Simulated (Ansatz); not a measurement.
Space group P6_3/mcm (No. 193). a = 7.439 Å, b = 7.439 Å, c = 5.373 Å, α = 90.00°, β = 90.00°, γ = 120.00°
| atom | site | symmetry | x | y | z |
| --- | --- | --- | --- | --- | --- |
| Ta | 6g | m2m | 0.0000 | 0.7649 | 0.2500 |
| Ta | 4d | 3.2 | 0.6667 | 0.3333 | 0.0000 |
| Si | 6g | m2m | 0.0000 | 0.4053 | 0.2500 |
| N | 2b | -3.m | 0.0000 | 0.0000 | 0.0000 |

Equation of state of this Ta₅Si₃N structure (not necessarily the ground state), with shape and atoms relaxed at each volume where symmetry leaves them free. It has no gap at any of these volumes. Method: DFT r2SCAN, scalar-relativistic, plane waves, PAW (Ansatz 0.2.0).

Settings: cutoff 500 eV, Γ-centred mesh 6×6×8 on the computed 18-atom cell, Gaussian smearing of 0.10 eV; no spin polarisation.

| V (Å³/atom) | E − E(largest V) (meV/atom) | P (GPa) |
| --- | --- | --- |
| 13.018 | 12.26 | 27.65 |
| 13.447 | -47.10 | 16.94 |
| 13.876 | -79.90 | 7.80 |
| 14.305 | -90.06 | 0.01 |
| 14.735 | -80.93 | -6.64 |
| 15.164 | -55.38 | -12.28 |
| 15.736 | 0.00 | -18.49 |

Fit a third-order Birch–Murnaghan equation to E(V).

V0 = 14.31 Å³/atom, B0 = 239 GPa, B0' = 4.4.

Spin-orbit coupling is left out, which matters for the bands of heavy elements.

Cost: 7 runs of about 2.3 core-hours in all, on Intel Xeon Processor @ 2.50GHz (Skylake/Cascade Lake) (shared hosts).